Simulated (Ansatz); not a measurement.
Ca6Sb2PN:
```yaml
crystal:
  lattice:
    - [0.00000, 5.09548, 5.09548]
    - [5.09548, 0.00000, 5.09548]
    - [5.09548, 5.09548, 0.00000]
  atoms:
    - { symbol: Ca, position: [0.26439, 0.73561, 0.73561] }
    - { symbol: Ca, position: [0.73561, 0.26439, 0.26439] }
    - { symbol: Ca, position: [0.73561, 0.26439, 0.73561] }
    - { symbol: Ca, position: [0.26439, 0.73561, 0.26439] }
    - { symbol: Ca, position: [0.73561, 0.73561, 0.26439] }
    - { symbol: Ca, position: [0.26439, 0.26439, 0.73561] }
    - { symbol: Sb, position: [0.25000, 0.25000, 0.25000] }
    - { symbol: Sb, position: [0.75000, 0.75000, 0.75000] }
    - { symbol: P, position: [0.00000, 0.00000, 0.00000] }
    - { symbol: N, position: [0.50000, 0.50000, 0.50000] }
```

Relaxed with r²SCAN. Special points in fractions of this cell's reciprocal vectors: Γ (0.000, 0.000, 0.000); X (0.500, 0.000, 0.500); U (0.625, 0.250, 0.625); K (0.375, 0.375, 0.750); L (0.500, 0.500, 0.500); W (0.500, 0.250, 0.750).

### Question
List the band energies nearest the valence-band maximum at these points for plane-wave PAW r²SCAN with spin–orbit coupling (Ansatz code).

### Answer
In eV from the valence-band maximum; about four levels below and three above (degenerate sets whole), none deeper than 8.9 eV; points with the same levels are listed once.

| k | below | above |
|---|---|---|
| Γ | 0.00 0.00 0.00 0.00 | 0.85 0.85 0.85 0.85 |
| X | -1.17 -1.17 -1.08 -1.08 | 1.80 1.80 2.02 2.02 |
| U | -1.15 -1.15 -1.11 -1.11 | 2.12 2.12 2.13 2.13 |
| L | -1.15 -1.15 -1.01 -1.01 | 2.21 2.21 2.22 2.22 |
| W | -1.17 -1.17 -1.11 -1.11 | 2.19 2.19 2.19 2.19 |

Space group Fm-3m. The start of the workflow was typed in or built on a structure type; neither database checked (COD, Materials Project) lists it. Whether it is the stable phase at ambient conditions was not checked. The cell was relaxed with r²SCAN under the symmetry of its start; whether a distortion lowers the energy is not shown.

Potentials: the later of the program's two PAW sets.
